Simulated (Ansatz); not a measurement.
# Band table of Na (bcc type)

```
CELL_PARAMETERS angstrom
-1.58396 1.58396 1.58396
1.58396 -1.58396 1.58396
1.58396 1.58396 -1.58396
ATOMIC_POSITIONS crystal
Na 0.00000 0.00000 0.00000
```

The base cell comes from a relaxation on PAW files under the same functional, and the cell shown is scaled from it.

Level of theory: DFT with PBE, scalar-relativistic, in Ansatz 0.2.0; a Γ-centred 13×13×13 k mesh, Fermi–Dirac smearing of 0.05 eV, no spin polarisation. LAPW: all electrons, basis error target 1 meV/atom.

This run: volume at 0.43 of the series' base cell.

The structure type is held throughout; the real material can change phase at far lower pressure.

Path points, in fractions of the reciprocal vectors: Γ (0.000, 0.000, 0.000), H (0.500, -0.500, 0.500), N (0.000, 0.000, 0.500), P (0.250, 0.250, 0.250). The distance column jumps between branches of the path. Levels in eV from the Fermi level; bands 5 to 7, counted from the lowest band of the run. The gap is zero, the pressure 32.0 GPa.

```
# k(1/Å) point b5 b6 b7
0.000 Γ -5.68 18.08 18.08
0.248 - -5.43 16.54 16.54
0.496 - -4.67 13.87 14.42
0.744 - -3.47 11.32 12.60
0.992 - -1.89 9.22 11.15
1.240 - 0.01 7.59 10.08
1.488 - 2.11 6.42 9.36
1.735 - 4.23 5.73 8.93
1.983 H 5.49 5.49 8.80
2.159 - 4.98 5.36 8.85
2.334 - 4.05 4.96 9.07
2.509 - 3.16 4.34 9.41
2.685 - 2.41 3.64 9.88
2.860 - 1.83 2.99 10.46
3.035 - 1.42 2.46 11.11
3.211 - 1.17 2.13 11.70
3.386 N 1.09 2.02 11.96
3.561 - -0.07 3.33 12.08
3.736 - -1.44 5.15 12.42
3.912 - -2.66 7.16 12.99
4.087 - -3.70 9.33 13.79
4.262 - -4.55 11.67 14.79
4.438 - -5.17 14.18 15.99
4.613 - -5.55 16.73 17.29
4.788 Γ -5.68 18.08 18.08
5.003 - -5.49 16.48 16.48
5.218 - -4.92 13.83 13.83
5.432 - -4.00 11.39 11.39
5.647 - -2.77 9.26 9.26
5.862 - -1.27 7.45 7.45
6.077 - 0.43 5.97 5.97
6.291 - 2.25 4.80 4.80
6.506 P 3.92 3.92 3.92
6.721 - 3.33 3.33 5.03
6.935 - 3.01 3.01 5.50
7.150 - 2.95 2.95 5.81
7.365 - 3.14 3.14 6.28
7.579 - 3.59 3.59 6.97
7.794 - 4.25 4.25 7.78
8.009 - 5.04 5.04 8.49
8.224 H 5.49 5.49 8.80
9.941 P 3.92 3.92 3.92
10.065 - 3.24 3.82 4.70
10.189 - 2.66 3.54 5.59
10.313 - 2.17 3.19 6.59
10.437 - 1.78 2.82 7.68
10.561 - 1.48 2.49 8.87
10.685 - 1.26 2.23 10.12
10.809 - 1.13 2.07 11.32
10.933 N 1.09 2.02 11.96
```
